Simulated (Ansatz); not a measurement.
CdSe (wurtzite)

```
CELL_PARAMETERS angstrom
      4.33999     0.00000     0.00000
     -2.17000     3.75854     0.00000
      0.00000     0.00000     7.07803
ATOMIC_POSITIONS crystal
  Cd 0.66667 0.33333 0.00056
  Cd 0.33333 0.66667 0.50056
  Se 0.66667 0.33333 0.62464
  Se 0.33333 0.66667 0.12464
```

Scan: atom 2 (Cd, nearest neighbour Se at 2.655 Å; its periodic images, 4.3 Å or more away, move with it) is displaced along Cartesian x, direction (1.000, 0.000, 0.000) in Cartesian axes, by s. The other atoms stay.

Calculation: r2SCAN (plane waves to 500 eV, PAW, scalar-relativistic; Ansatz, a program for electronic structure). k mesh 7×7×4 (Γ-centred), Fermi-Dirac smearing 0.05 eV. The energy includes the smearing's −TS. CdSe was relaxed with its symmetry unable to fall. ΔE is measured from the undisplaced structure.

Successive frames, forces in eV/Å:

```tsv
frame	ΔE (meV/cell)	F on Cd1	F on Cd2	F on Se3	F on Se4
s = 0.160 Å	59	(-0.022, -0.002, -0.002)	(-0.748, 0.174, -0.127)	(0.755, -0.178, 0.106)	(0.014, 0.006, 0.023)
s = 0.320 Å	248	(-0.042, -0.007, -0.004)	(-1.667, 0.725, -0.527)	(1.672, -0.740, 0.446)	(0.037, 0.022, 0.085)
s = 0.480 Å	610	(-0.059, -0.016, -0.008)	(-2.923, 1.748, -1.267)	(2.908, -1.780, 1.097)	(0.074, 0.048, 0.178)
```

Q: What are the energy and the forces in the next frame, s = 0.640 Å?

A: ΔE (meV/cell) = 1209.

```
atom      Fx      Fy      Fz
----  ------  ------  ------
Cd1   -0.072  -0.027  -0.009
Cd2   -4.656   3.410  -2.464
Se3    4.600  -3.464   2.187
Se4    0.128   0.081   0.286
```

(For displaced atoms, the force is minus the slope of the energy, and its curvature is a force constant, which sets phonon frequencies.)
